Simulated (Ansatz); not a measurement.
Input:

AlIr:
```yaml
crystal:
  lattice:
    - [0.00000, 2.49955, 2.49955]
    - [2.49955, 0.00000, 2.49955]
    - [2.49955, 2.49955, 0.00000]
  atoms:
    - { symbol: Ir, position: [0.00000, 0.00000, 0.00000] }
    - { symbol: Al, position: [0.50000, 0.50000, 0.50000] }
```

This is the PBEsol-relaxed structure.

Question: All from PBEsol in the plane-wave PAW code Ansatz, unless another level is named. Give the highest zone-centre frequency.

Answer: 278 cm⁻¹.

Question: Give the bulk modulus (Birch–Murnaghan fit).

Answer: 168 GPa.

Question: Predict the elastic constants (relaxed ions, GPa).

Answer: C11 = 345, C12 = 78.7, C44 = -87.9.

Space group Fm-3m (rock salt). The start of the workflow was typed in or built on a structure type; neither database checked (COD, Materials Project) lists it. Whether it is the stable phase at ambient conditions was not checked. Symmetry was held in the PBEsol relaxation. At this level the phase is mechanically unstable. The run is not spin-polarised. As this level gives no gap, shear constants depend on the k-mesh and smearing (Fermi–Dirac, 0.1 eV here). As this level gives no gap, phonon frequencies hold no LO–TO term and depend on the k-mesh and smearing (Fermi–Dirac, 0.1 eV here). Spin–orbit coupling is left out wherever it is not named.

Potentials: the earlier of the program's two PAW sets. The files were generated under PBE; for other functionals the program regenerates the frozen cores, and for LDA and PBEsol the local potential too.
